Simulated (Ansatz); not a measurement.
# Stability checks on a candidate for BaBe5H10

It was reached by relaxing an invented guess, and it needn't be the stable form of this composition.

Method: DFT PBE, scalar-relativistic, plane waves, PAW (Ansatz 0.2.0). Plane waves to 420 eV, a 6×6×8 mesh through Γ for the 16-atom cell and 0.02 eV Gaussian smearing; no spin polarisation.

```
Ba Be H
1.0
     5.54406    0.00000    0.00000
     0.00000    5.54406    0.00000
     0.00000    0.00000    4.28635
Ba Be H
1 5 10
Direct
  0.50000 0.50000 0.00000
  0.00000 0.27097 0.56439
  0.27097 0.00000 0.43561
  0.72903 0.00000 0.43561
  0.00000 0.72903 0.56439
  0.00000 0.00000 0.00000
  0.27052 0.27052 0.50000
  0.72948 0.27052 0.50000
  0.00000 0.50000 0.38247
  0.00000 0.27231 0.90514
  0.50000 0.00000 0.61753
  0.27052 0.72948 0.50000
  0.27231 0.00000 0.09487
  0.72948 0.72948 0.50000
  0.72769 0.00000 0.09487
  0.00000 0.72769 0.90514
```

Formation energies are uncorrected and refer to the elements' standard structures at the same level (H₂ as a molecule).

Problem. These tests were run: energy against the elements; phonons on a 1×1×2 q mesh. What do they show?

Solution.

```tsv
test	result
energy against the elements	−0.059 eV/atom
phonons on a 1×1×2 q mesh	imaginary modes down to 141i cm⁻¹
```

It fails one test: phonons on a 1×1×2 q mesh. So it isn't even a local minimum.

With hydrogen, zero-point motion can shift formation energies by some tens of meV/atom. The run for the phonons used a 6×6×8 k mesh.
